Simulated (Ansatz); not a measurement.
PbS:
```
CELL_PARAMETERS angstrom
      0.00000     3.30070     3.30070
      3.30070     0.00000     3.30070
      3.30070     3.30070     0.00000
ATOMIC_POSITIONS crystal
  S  0.75000 0.75000 0.75000
  Pb 0.00000 0.00000 0.00000
```

The program Ansatz at the r²SCAN level (PAW) gives a gap of 0.95 eV without spin–orbit coupling, maximum at W, minimum at X.

Question: What happens when spin–orbit coupling is switched on?

Answer: The gap drops by 0.11 eV, to 0.84 eV; maximum at W, minimum on the W–X line, 92 % of the way from W.

Question: Give the Z2 indices of the occupied bands with spin–orbit coupling.

Answer: 0;(000).

Space group F-43m (zinc blende). A made-up cell: these elements were put on the sites of a structure type; neither database checked (COD, Materials Project) lists it. It is not the phase usual at ambient conditions (space group No. 225). The cell was relaxed with r²SCAN under the symmetry of its start. At this level the phase is dynamically unstable (imaginary phonons).

Potentials: the later of the program's two PAW sets.
